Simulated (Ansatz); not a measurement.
**Relaxing Mg**

These are results of DFT PBEsol, scalar-relativistic, plane waves, PAW in Ansatz 0.2.0, not measurements. Cutoff 420 eV, Γ-centred k mesh, Gaussian smearing, no spin polarisation in the final step.

This is the end of a relaxation of cell and atoms.

```yaml
crystal:
  lattice:
    - [3.17708, 0.00000, 0.00000]
    - [-1.58854, 2.75143, 0.00000]
    - [0.00000, 0.00000, 10.33178]
  atoms:
    - { symbol: Mg, position: [0.00000, 0.00000, 0.00000] }
    - { symbol: Mg, position: [0.33333, 0.66667, 0.25000] }
    - { symbol: Mg, position: [0.00000, 0.00000, 0.50000] }
    - { symbol: Mg, position: [0.66667, 0.33333, 0.75000] }
```

Task: What space group does it have?

Result: P6_3/mmc (No. 194). Conventional cell: a = 3.177 Å, c = 10.332 Å. Mg on Wyckoff site a (2 atoms of the primitive cell) is coordinated by 12 Mg at 3.17–3.18 Å; Mg on Wyckoff site c (2 atoms of the primitive cell) is coordinated by 12 Mg at 3.17–3.18 Å.

Task: Is it a metal?

Result: Yes, bands cross the Fermi level on the 18×18×6 mesh.

The final run used a 18×18×6 mesh on its 4-atom cell and 0.10 eV smearing.